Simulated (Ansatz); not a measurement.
The relaxed structure here is a generated cell of Si2Mo: the first start was made by a random draw of sites in a space group, and the end was not matched to a known phase here, so it may be hypothetical. Known forms of Si2Mo include space group No. 139.

One starting cell of Si2Mo (a randomly generated symmetric cell of Si2Mo (space group No. 12)) was relaxed twice with Ansatz (plane waves, PAW, scalar-relativistic): with r2SCAN at 500 eV and with PBE at 420 eV. The r2SCAN result:

```
CELL_PARAMETERS angstrom
      2.46744    -2.43451     0.00000
      2.46744     2.43451     0.00000
     -1.48240     0.00000     4.57203
ATOMIC_POSITIONS crystal
  Mo 0.00000 0.00000 0.50000
  Si 0.50000 0.50000 0.50000
  Si 0.00000 0.00000 0.00000
```

```
quantity                          r2SCAN   PBE
--------------------------------  ------  ----
space group                         C2/m  C2/m
volume (Å³/atom)                   18.31     …
a (Å)                              4.935     …
b (Å)                              4.869     …
c (Å)                              4.806     …
gap (eV, no spin-orbit coupling)    0.00     …
```

Task: What does PBE give for the same quantities?

Result: 
- volume (Å³/atom), PBE: 18.42
- a (Å), PBE: 4.943
- b (Å), PBE: 4.876
- c (Å), PBE: 4.839
- gap (eV, no spin-orbit coupling), PBE: 0.00

Both levels end in the same structure; PBE's volume is 0.6 % larger. Neither column is exact.

No spin polarisation in the result.

The run could not lose the symmetry of its start, so the end can be a saddle point.

All atoms sit on sites fixed by symmetry, so only the cell could relax.

Ansatz is a first-principles code.
